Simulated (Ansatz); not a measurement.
AlBN$_{2}$ (chalcopyrite, I-42d), PBE (plane waves, PAW; program Ansatz), all energies at zero smearing, with the estimated change up to a 700 eV cutoff added, with one set of potentials and settings (totals compare only within such a set). Cell of 8 atoms (2 Al, 2 B, 4 N): -2931.244 eV.

```json
[
 {"element": "Al", "reference phase": "Fm-3m, 1 atoms in the cell", "E (eV/atom)": "-537.5055"},
 {"element": "B", "reference phase": "R-3m, 12 atoms in the cell", "E (eV/atom)": "-155.9170"},
 {"element": "N", "reference phase": "Pa-3, 8 atoms in the cell", "E (eV/atom)": "-384.0342"}
]
```

Formation energy per atom, worked out: (-2931.244 − 2×(-537.5055) − 2×(-155.9170) − 4×(-384.0342))/8 = -1.033 eV/atom (-100 kJ per mol of atoms), at 0 K, without zero-point energy or fitted corrections.

The start of the workflow was typed in or built on a structure type; neither database checked (COD, Materials Project) lists it. Its standing as an ambient phase is unchecked. Symmetry was held in the PBE relaxation; whether a distortion lowers the energy is not shown. The references are the lowest solids computed at this level, not always the standard phases (solids in place of the gases).

Potentials: the earlier of the program's two PAW sets.
